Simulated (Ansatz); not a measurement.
**Notes on Si$_{2}$O**

```
O Si
1.0
     3.37138    0.00000    0.00000
    -1.68569    2.91970    0.00000
     0.00000    0.00000    3.85004
O Si
1 2
Cartesian
  0.0000 0.0000 0.0000
  -0.0002 1.9466 1.9250
  1.6855 0.9731 1.9250
```

The numbers come from plane-wave PAW DFT (Ansatz): PBE, no spin polarisation, 420 eV, 9×9×7 Γ-centred k points, methfessel-paxton occupations (width 0.0159 eV). Nothing was relaxed.

Q: What happens at the Fermi level?

A: It is a metal, with about 0.46 states/eV a cell as the mean within 0.25 eV of the Fermi level, mostly O p (65 %) and Si p (29 %).

Q: Are the atoms at rest?

A: The forces vanish by the symmetry of the sites.

Q: How is the charge shared?

A: Bader charges in e: Si +2.29, O -0.94. In the mean Si gives up most and O takes most. There are 3 density maxima away from the nuclei.

Q: What is the formation energy?

A: 1.48 eV an atom against the elements' usual phases (free molecules for gases, crystals otherwise, with no correction for O₂ or N₂), so at this geometry it isn't bound against them. Relaxing would lower it.

Q: Is the cell too large or too small?

A: The pressure is 59.7 GPa (compression positive), so with the atoms held at these fractions the cell would first expand. The principal stresses -13.9, 96.5, 96.5 GPa differ, so its shape would change too.

Origin: a known structure type with other elements, at an estimated volume, so it need not be a known compound. Caveats: atoms or cell far from equilibrium.
